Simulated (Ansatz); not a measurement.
Ag:
```
Ag
1.0
    2.90747     0.00000     0.00000
   -1.45374     2.51794     0.00000
    0.00000     0.00000     9.46223
Ag
4
Direct
  0.00000   0.00000   0.00000
  0.00000   0.00000   0.50000
  0.33333   0.66667   0.25000
  0.66667   0.33333   0.75000
```

This is the r²SCAN-relaxed structure. x, y and z are the axes in which the lattice vectors are written.

**Question.** All from plane-wave PAW r²SCAN (Ansatz code), unless another level is named. Predict the highest zone-centre frequency.

**Answer.** 166 cm⁻¹.

**Question.** Next, the Young's modulus?

**Answer.** 76.8 GPa.

**Question.** And the elastic constants (relaxed ions, GPa)?

**Answer.** C11 = 136, C12 = 91.8, C13 = 74.8, C33 = 163, C44 = 28.2.

Space group P6_3/mmc (dhcp (α-La type)). The workflow started from a Materials Project entry (that database holds measured and hypothetical structures alike); the Crystallography Open Database files this formula in space group No. 194, but the cells were not matched. It is not the phase usual at ambient conditions (space group No. 225). The cell was relaxed with r²SCAN under the symmetry of its start; of distortions, only those at the zone centre were tested. No spin polarisation was allowed. As this level gives no gap, shear constants depend on the k-mesh and smearing (Fermi–Dirac, 0.1 eV here). As this level gives no gap, phonon frequencies hold no LO–TO term and depend on the k-mesh and smearing (Fermi–Dirac, 0.1 eV here). On the denser mesh and wider smearing of the elastic run this cell carries a stress of 0.3 GPa.

Potentials: the later of the program's two PAW sets.
